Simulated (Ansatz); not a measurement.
The start is a generated trial cell of TiOs in the AFLOW prototype AB_tI16_140_ab_h (B37, as in TlSe). Cell shape, volume and atoms are optimised at zero target pressure with PBEsol (plane waves to 420 eV, PAW, scalar-relativistic; Ansatz, an electronic-structure program). First-step values are on the input's coarse k-mesh.

Ansatz input (later rounds restart from its end on a renewed k-mesh):
Ansatz 0.2 input:
```yaml
crystal:
  lattice:
    - [-3.2275198, 3.2275198, 2.8175485]
    - [3.2275198, -3.2275198, 2.8175485]
    - [3.2275198, 3.2275198, -2.8175485]
  atoms:
    - { symbol: Os, position: [0.75, 0.75, 0] }
    - { symbol: Os, position: [0.25, 0.25, 0] }
    - { symbol: Os, position: [0.25, 0.75, 0.5] }
    - { symbol: Os, position: [0.75, 0.25, 0.5] }
    - { symbol: Ti, position: [0.179, 0.679, 0.858] }
    - { symbol: Ti, position: [0.321, 0.179, 0.5] }
    - { symbol: Ti, position: [0.679, 0.821, 0.5] }
    - { symbol: Ti, position: [0.821, 0.321, 0.142] }
basis: { ecutwfc: 420, ecutrho_ratio: 4, xc_grid: 2, fft_grid_basis: typed }
kpoints: { mp_grid: { grid: [8, 8, 8] } }
hamiltonian:
  xc: pbesol
  dispersion: none
  pseudopotentials: { kind: paw }
scf: { occupations: { method: fermi_dirac, width: 0.05 } }
relax: { f_tol: 0.01, max_steps: 100, cell: { stress_tol: 0.02 } }
output: { forces: true, stress: true }
```

Problem. What symmetry does the relaxed structure have?

Solution. The space group goes from I4/mcm (No. 140) to Pm-3m (No. 221); the end is CsCl type, with 2 atoms in the primitive cell.

Problem. How much energy is released per atom?

Solution. About 1.4 eV/atom.

Problem. How does the volume change?

Solution. -2.2 %, from 14.68 to 14.35 Å³/atom.

Problem. How do the shortest distances between atoms change?

Solution. The closest pairs of elements (up to four, under 3.6 Å), start → end: Os–Ti 2.16 → 2.65 Å; Os–Os 2.82 → 3.06 Å; Ti–Ti 3.10 → 3.06 Å.

Problem. Is the relaxed structure metallic? Give its gap.

Solution. Zero (metallic).

Problem. Write out the relaxed structure.

Solution. 
```cif
data_OsTi
_chemical_formula_sum 'Os1 Ti1'
_space_group_name_H-M_alt 'Pm-3m'
_space_group_IT_number 221
_space_group_name_Hall '-P 4 2 3'
_cell_length_a 3.06146
_cell_length_b 3.06146
_cell_length_c 3.06146
_cell_angle_alpha 90.000
_cell_angle_beta 90.000
_cell_angle_gamma 90.000
loop_
_atom_site_label
_atom_site_type_symbol
_atom_site_symmetry_multiplicity
_atom_site_Wyckoff_symbol
_atom_site_fract_x
_atom_site_fract_y
_atom_site_fract_z
_atom_site_occupancy
Os1 Os 1 a 0.00000 0.00000 0.00000 1
Ti1 Ti 1 b 0.50000 0.50000 0.50000 1
```

Final values are on a 15×15×15 k-mesh of the relaxed cell. The start holds a very short contact (Os–Ti 2.16 Å). No spin polarisation in the result.

The run could not lose the symmetry of its start.
